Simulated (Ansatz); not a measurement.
Relaxed-ion elastic tensor of BaTiO3 (cubic perovskite, space group No. 221) in GPa (Voigt order), the program Ansatz at the PBE level (PAW); density 5.96 g/cm³, 12.99 Å³ per atom.

|  | 1 | 2 | 3 | 4 | 5 | 6 |
|---|---|---|---|---|---|---|
| 1 | 282 | 103 | 103 | 0.0 | 0.0 | 0.0 |
| 2 | 103 | 282 | 103 | 0.0 | 0.0 | 0.0 |
| 3 | 103 | 103 | 282 | 0.0 | 0.0 | 0.0 |
| 4 | 0.0 | 0.0 | 0.0 | 119 | 0.0 | 0.0 |
| 5 | 0.0 | 0.0 | 0.0 | 0.0 | 119 | 0.0 |
| 6 | 0.0 | 0.0 | 0.0 | 0.0 | 0.0 | 119 |

Problem. Is the crystal mechanically stable?

Solution. Yes: the smallest eigenvalue of C is 119 GPa.

Problem. Work out the Voigt, Reuss and Hill averages.

Solution. K_V = 163, K_R = 163, K_H = 163; G_V = 107, G_R = 105, G_H = 106 GPa.

Problem. Give Young's modulus, Poisson's ratio, Pugh's ratio and the universal anisotropy index.

Solution. E = 9KG/(3K + G) = 262 GPa; ν = 0.23; K/G = 1.53 (brittle by the Pugh limit of 1.75); A_U = 5G_V/G_R + K_V/K_R − 6 = 0.10.

Problem. Estimate the sound speeds and the Debye temperature.

Solution. v_l = √((K + 4G/3)/ρ) = 7150 m/s, v_t = √(G/ρ) = 4220 m/s, mean 4680 m/s; Θ = (h/k)(3n/4πV)^(1/3) v_m = 593 K.

Problem. Give the Zener ratio and Young's modulus along [100], [110] and [111].

Solution. A = 2C44/(C11 − C12) = 1.33; 1/E = S11 − 2(S11 − S12 − S44/2)Γ with Γ = 0, 1/4, 1/3 gives 227, 270, 288 GPa.

Problem. Solve the Christoffel equation for the three sound speeds along [100], [110], [111].

Solution. Eigenvalues of C_ijkl n_j n_l equal ρv². In km/s, slowest first: [100] 4.47, 4.47, 6.88; [110] 3.88, 4.47, 7.24; [111] 4.08, 4.08, 7.35.

Space group Pm-3m (cubic perovskite). This is a known high-temperature phase of the composition, computed here at zero pressure and temperature. Symmetry was held in the PBE relaxation. At this level the phase is dynamically unstable (imaginary phonons). No spin polarisation was allowed. Spin–orbit coupling is left out wherever it is not named.

Potentials: the later of the program's two PAW sets.
